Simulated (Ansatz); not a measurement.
Te2Au:
Space group C2/m (No. 12); a = 7.2498 Å, b = 4.2068 Å, c = 5.1792 Å, α = γ = 90.00°, β = 90.08°

| atom | site | symmetry | x | y | z |
|---|---|---|---|---|---|
| Au | 2a | 2/m | 0.0000 | 0.0000 | 0.0000 |
| Te | 4i | m | 0.1773 | 0.5000 | 0.2884 |
(The calculation used a cell of 3 atoms; values per cell refer to that cell.)

Relaxed at zero pressure with r²SCAN (plane waves, PAW; program Ansatz).

### Question
The volume is raised by 6 % and shape and atoms relax at that volume. What pressure results, and how do the axes share the change?

### Answer
-1.7 GPa; a 3.1 %, b 2.0 %, c 0.8 %; the energy rises by 10 meV/atom.

### Question
Give the new structure.

### Answer

Space group C2/m (No. 12); a = 7.4723 Å, b = 4.2920 Å, c = 5.2210 Å, α = 90.00°, β = 90.59°, γ = 90.00°

| atom | site | symmetry | x | y | z |
|---|---|---|---|---|---|
| Au | 2a | 2/m | 0.0000 | 0.0000 | 0.0000 |
| Te | 4i | m | 0.3007 | 0.0000 | 0.2885 |

The phase is kept; no other phase was compared at this pressure.

The workflow started from an entry of the Crystallography Open Database (COD), which files this formula under 3 space groups. Whether it is the stable phase at ambient conditions was not checked. The cell was relaxed with r²SCAN under the symmetry of its start; its stability against distortions is not shown here. Spin–orbit coupling is left out wherever it is not named.

Potentials: the later of the program's two PAW sets.
